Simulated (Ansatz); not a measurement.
Input and command of a plane-wave DFT calculation in Ansatz:

```yaml
crystal:
  lattice:
    - [0.0, 2.06045, 2.0909]
    - [2.06045, 0.0, 2.0909]
    - [2.06045, 2.06045, 0.0]
  atoms:
    - { symbol: W, position: [0.0, 0.0, 0.0] }
basis:
  ecutwfc: 420
kpoints:
  mp_grid: { grid: [20, 20, 20] }
hamiltonian:
  xc: pbesol
scf:
  occupations: { method: gaussian, width: 0.15 }
output:
  forces: true
  stress: true
  eigenvalues: true
```

```bash
ansatz run input.yaml --threads 1 --pin off --max-ram 2560MiB --backend cpu --events-out ev --progress --plain --runs-dir out
```

Processor: Intel(R) Xeon(R) Processor @ 2.50GHz (Skylake/Cascade Lake), 1 thread, on a host shared with other jobs.

**Question.** Estimate time, memory and problem size.

**Answer.** About 12 s on 1 thread of Intel(R) Xeon(R) Processor @ 2.50GHz (Skylake/Cascade Lake), on a shared host, peak memory 0.42 GiB. It solves 11 bands at 641 k points (the mesh reduced by symmetry) with about 331 plane waves, in 6 SCF iterations.
